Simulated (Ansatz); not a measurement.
InBiN2:
```
InBiN2
1.0
    3.60719     0.00000     0.00000
   -1.80359     3.12392     0.00000
    0.00000     0.00000     6.35328
Bi N In
1 2 1
Direct
  0.33333   0.66667   0.00537
  0.33333   0.66667   0.41034
  0.66667   0.33333   0.84977
  0.66667   0.33333   0.50451
```

Relaxed with PBEsol.

Q: Decompose the optical modes at the zone centre into irreducible representations, and say which are infrared and Raman allowed.

A: Point group 3m: Γ_opt = 3A1 + 3E. Infrared: A1, E. Raman: A1, E.

Q: Assign frequencies (DFPT, PBEsol in the plane-wave PAW code Ansatz).

A: E 50, A1 161, A1 285, E 358, E 445, A1 520 cm⁻¹.

Space group P3m1. The start of the workflow was typed in or built on a structure type; neither database checked (COD, Materials Project) lists it. Its standing as an ambient phase is unchecked. The PBEsol relaxation kept the symmetry of its start; whether a distortion lowers the energy is not shown. The volume moved by 26 % from the start of the relaxation. Its formation energy is positive at this level, so the cell may be metastable or incomplete. As this level gives no gap, phonon frequencies hold no LO–TO term and depend on the k-mesh and smearing (Fermi–Dirac, 0.1 eV here). Spin–orbit coupling is left out wherever it is not named.

Potentials: the earlier of the program's two PAW sets. The files were generated under PBE; for other functionals the program regenerates the frozen cores, and for LDA and PBEsol the local potential too.
